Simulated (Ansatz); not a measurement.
The following input was run with Ansatz 0.2.0.

```yaml
crystal:
  lattice:
    - [3.7777072422, 0.0, 0.0]
    - [0.0, 3.7777072422, 0.0]
    - [0.0, 0.0, 3.7777072422]
  atoms:
    - { symbol: Hf, position: [0.0, 0.0, 0.0] }
    - { symbol: Ir, position: [0.0, 0.5, 0.5] }
    - { symbol: Ir, position: [0.5, 0.0, 0.5] }
    - { symbol: Ir, position: [0.5, 0.5, 0.0] }
basis:
  ecutwfc: 500
kpoints:
  mp_grid: { grid: [12, 12, 12] }
hamiltonian:
  xc: r2scan
scf:
  occupations: { method: gaussian, width: 0.1 }
output:
  forces: true
  stress: true
  eigenvalues: true
```

Run as
```bash
ansatz run input.yaml --threads 1 --pin off --max-ram 2560MiB --backend cpu --events-out ev --progress --plain --runs-dir out
```

All numbers below come from DFT r2SCAN, scalar-relativistic, plane waves, PAW in Ansatz.

Abridged output (iterations and final results):

```
SCF iter   1: F=—  HF=-51581.451553 eV  |F-HF|=—  |Δ(HF+E_count)|=         —  Δρ=1.45e-2  dr2=8.43e-2  dr2_τ=2.42e-1  ethr=1.77e-3  ⟨swp⟩=5.9  Hψ=13348  notcnv=0  defer=35
SCF iter   2: F=—  HF=-51581.581912 eV  |F-HF|=—  |Δ(HF+E_count)|=   1.30e-1  Δρ=8.26e-3  dr2=3.33e-2  dr2_τ=2.43e-3  ethr=1.09e-4  ⟨swp⟩=2.0  Hψ=8107  notcnv=0  defer=210
SCF iter   3: F=—  HF=-51581.579133 eV  |F-HF|=—  |Δ(HF+E_count)|=   2.78e-3  Δρ=3.35e-3  dr2=2.71e-3  dr2_τ=1.24e-3  ethr=4.33e-5  ⟨swp⟩=2.0  Hψ=5445  notcnv=0  defer=210
SCF iter   4: F=—  HF=-51581.579621 eV  |F-HF|=—  |Δ(HF+E_count)|=   4.88e-4  Δρ=1.20e-3  dr2=3.45e-4  dr2_τ=4.48e-5  ethr=3.52e-6  ⟨swp⟩=2.0  Hψ=5938  notcnv=0  defer=210
SCF iter   5: F=—  HF=-51581.579786 eV  |F-HF|=—  |Δ(HF+E_count)|=   1.65e-4  Δρ=4.40e-4  dr2=1.48e-4  dr2_τ=1.22e-5  ethr=4.47e-7  ⟨swp⟩=2.0  Hψ=6778  notcnv=0  defer=210
SCF iter   6: F=—  HF=-51581.579780 eV  |F-HF|=—  |Δ(HF+E_count)|=   6.10e-6  Δρ=1.03e-4  dr2=8.45e-6  dr2_τ=3.24e-7  ethr=1.92e-7  ⟨swp⟩=2.0  Hψ=4906  notcnv=0  defer=210
SCF iter   7: F=—  HF=-51581.579786 eV  |F-HF|=—  |Δ(HF+E_count)|=   6.05e-6  Δρ=4.99e-5  dr2=2.38e-6  dr2_τ=1.59e-7  ethr=1.10e-8  ⟨swp⟩=2.0  Hψ=5912  notcnv=0  defer=210
SCF iter   8: F=-51581.579786 eV  HF=-51581.579786 eV  |F-HF|=1.68e-8  |Δ(HF+E_count)|=   1.60e-7  Δρ=6.34e-6  dr2=2.17e-8  dr2_τ=1.77e-9  ethr=1.30e-10  ⟨swp⟩=8.2  Hψ=17780  notcnv=0
SCF 1 converged in 8 iterations: F = -51581.579786 eV  dr2 = 2.17e-8
SCF converged after 8 iterations
Free energy (F): -51581.579786 eV
Harris-Foulkes:  -51581.579786 eV  (|F-HF|=1.68e-8)
Internal energy: -51581.566511 eV  (E = F + TS)
E sigma→0 (E₀):  -51581.573149 eV
Entropy (-TS):   -0.013275 eV (-3.319 meV/atom)
Fermi energy:    28.243650 eV
--- Per-component energies (eV) ---
  E_band       = 115.344952
  E_kinetic    = 2323.760999
  E_local      = -7157.734415  (includes V_loc(G=0)·N_el)
  E_nonlocal   = -1021.983808
  E_hartree    = 3256.946490
  E_xc         = -1061.537995
  E_vxc        = -1311.266978  (∫ρ·V_xc dr)
  E_paw        = -34707.195513  (= ΣΔE_a)
  E_vpaw       = 691.120538  (= ΣTr[D̂ρ^β])
  E_aug_tail   = -0.000054  (compensation charges beyond the density's cutoff)
  E_vtau       = 77.555970  (kinetic-family band-sum trace: ∫τ·v_τ [+ j·A + Jᵃ·Aᵃ] dr)
  E_ewald      = -13213.193055
  E_core_change = -0.629159  (= ΣΔE_core)
  E_smearing   = -0.013275  (= −TS)
--- Forces (eV/Å), atoms counted from 1 ---
  atom   1  Hf     0.00000000     0.00000000     0.00000000
  atom   2  Ir     0.00000000     0.00000000     0.00000000
  atom   3  Ir     0.00000000     0.00000000     0.00000000
  atom   4  Ir     0.00000000     0.00000000     0.00000000
--- Stress (GPa, compression-positive) ---
       51.602101       0.000000       0.000000
        0.000000      51.602101       0.000000
        0.000000       0.000000      51.602101
  P = ⅓ Tr σ = 51.6021 GPa (516.021 kbar)
--- Band table (eV; the first three rows and the last of 84) ---
  k-point 0: bands = ["-65.9283", "-65.8323", "-65.8323", "-34.4077", "-22.5812", "-22.5812", "-22.5812", "-22.1434", "-22.1434", "-22.1434", "-21.8916", "-21.8916", "-21.8916", "-2.5830", "-2.5830", "-2.5830", "17.2377", "17.2377", "17.2377", "17.2440", "17.2464", "17.2464", "17.2464", "17.4147", "20.4342", "20.4763", "20.4763", "21.1525", "21.1525", "21.1525", "25.4089", "25.4089", "25.4089", "28.2194", "28.2194", "29.9779", "30.7662", "30.7662", "30.7662", "31.7020", "31.7020", "31.7020", "34.0427", "34.0427", "36.1996", "36.1996", "36.1996"]
  k-point 1: bands = ["-65.9268", "-65.8337", "-65.8323", "-34.4079", "-22.5744", "-22.5744", "-22.5699", "-22.1456", "-22.1456", "-22.1442", "-21.9038", "-21.8966", "-21.8966", "-2.5955", "-2.5859", "-2.5859", "17.2352", "17.2367", "17.2367", "17.2423", "17.2429", "17.2461", "17.2461", "17.5398", "20.5098", "20.5588", "20.5784", "21.2033", "21.2412", "21.2412", "25.3166", "25.4679", "25.4679", "28.1016", "28.2349", "29.8417", "29.9575", "29.9575", "30.7667", "31.1241", "32.2425", "32.2425", "33.9388", "34.0775", "36.1632", "36.1632", "36.1711"]
  k-point 2: bands = ["-65.9226", "-65.8380", "-65.8323", "-34.4084", "-22.5549", "-22.5549", "-22.5366", "-22.1523", "-22.1523", "-22.1465", "-21.9394", "-21.9100", "-21.9100", "-2.6292", "-2.5936", "-2.5936", "17.2287", "17.2341", "17.2342", "17.2342", "17.2376", "17.2452", "17.2452", "17.9058", "20.6990", "20.8176", "20.8760", "21.3528", "21.5047", "21.5047", "25.0559", "25.6347", "25.6347", "27.7643", "28.2692", "28.7702", "28.7702", "29.4437", "29.8605", "30.7680", "32.4532", "32.4532", "33.6577", "33.8746", "36.1014", "36.4430", "36.4431"]
  k-point 83: bands = ["-65.8639", "-65.8639", "-65.8639", "-34.4027", "-22.7994", "-22.5218", "-22.5218", "-22.5218", "-21.9224", "-21.9224", "-21.9062", "-21.9062", "-21.9062", "-2.6354", "-2.6354", "-2.6354", "17.2363", "17.2363", "17.2363", "17.2365", "17.2443", "17.2443", "17.2443", "20.3030", "20.3030", "20.3030", "20.9792", "24.3901", "24.3901", "24.3901", "25.2729", "25.2729", "25.2729", "26.1046", "26.1046", "28.0619", "29.3427", "29.3427", "29.3427", "30.0622", "30.0622", "30.0622", "33.1393", "33.1393", "33.1393", "34.9555", "34.9555"]
```

The run converged.

It took 22 s on 1 thread of Intel(R) Xeon(R) Platinum 8259CL CPU @ 2.50GHz (Skylake/Cascade Lake) (shared host), peak memory 0.69 GiB.

Spin–orbit coupling is left out, which can shift energies with elements as heavy as these.